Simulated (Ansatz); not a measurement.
# Calculated 27Al NMR of the central transition for Al₅HO₈

Cell: an entry of the Crystallography Open Database (COD; perhaps a calculated or model structure), taken as it stands.

```cif
data_Al5HO8
_symmetry_space_group_name_H-M 'P6_3mc'
_symmetry_Int_Tables_number 186
_cell_length_a 5.6153
_cell_length_b 5.6153
_cell_length_c 8.8241
_cell_angle_alpha 90.000
_cell_angle_beta 90.000
_cell_angle_gamma 120.000
loop_
_atom_site_label
_atom_site_type_symbol
_atom_site_symmetry_multiplicity
_atom_site_Wyckoff_symbol
_atom_site_fract_x
_atom_site_fract_y
_atom_site_fract_z
Al1 Al 6 c 0.3314 0.1657 0.1421
Al5 Al 2 b 0.3333 0.6667 0.3478
Al7 Al 2 b 0.6667 0.3333 0.4594
H H 2 a 0.0000 0.0000 0.9132
O13 O 6 c 0.1658 0.8342 0.2444
O17 O 6 c 0.0289 0.5145 0.5066
O21 O 2 a 0.0000 0.0000 0.5242
O23 O 2 b 0.6667 0.3333 0.2523
```

One atom of each set is listed.

The numbers come from a DFT calculation in Ansatz (PBE, plane waves and PAW, scalar-relativistic, 420 eV cutoff, Γ-centred 4×4×3 k-points, Fermi–Dirac smearing 0.02 eV).

27Al has I = 5/2 and Q = 146.6 mb (Pyykkö 2018); at 23.5 T its Larmor frequency is ν₀ = 260.9 MHz. Only the quadrupole interaction is simulated: positions count from each site's isotropic chemical shift, and J coupling is left out, as are shift anisotropy and dipolar coupling, which fast spinning averages.

The Al sites: Al1 (6 atoms; 6 O at 1.85–1.97 Å); Al5 (2 atoms; 6 O at 1.87–2.04 Å); Al7 (2 atoms; 4 O at 1.81–1.83 Å; also 3 O at 3.00 Å).

Fitted components of the simulated spectrum:

```
component  |C_Q| (MHz)     η
        A         2.13  0.00
        B         4.76  0.77
        C         6.41  0.00
```

Q: Which site most likely gives which component?

A: By the calculation, A is Al5, B is Al1, C is Al7. An axis of threefold or higher order runs through Al5 and Al7, so V_zz lies along it and η is zero. Like point charges on the first shell alone (each adding as 1/d³) would give another order (Al5 < Al7 < Al1): the covalent part of each bond and the atoms beyond the first shell count as well.

The largest force is 0.4 eV/Å, so the atoms aren't at the calculated equilibrium and relaxing them would move these values.
